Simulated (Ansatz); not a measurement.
C (diamond, Fd-3m), a = b = c = 3.5603 Å, α = β = γ = 90.00°; the cell used has 2 atoms.

Relaxed with r²SCAN.

Problem. Decompose the optical modes at the zone centre into irreducible representations, and say which are infrared and Raman allowed.

Solution. Point group m-3m: Γ_opt = T2g. Infrared: none. Raman: T2g.

Problem. Assign frequencies (DFPT, DFT-r²SCAN in the program Ansatz with PAW potentials).

Solution. T2g 1324 cm⁻¹.

The cell was relaxed with r²SCAN under the symmetry of its start; phonons on a q-mesh show no instability.

Potentials: the later of the program's two PAW sets.
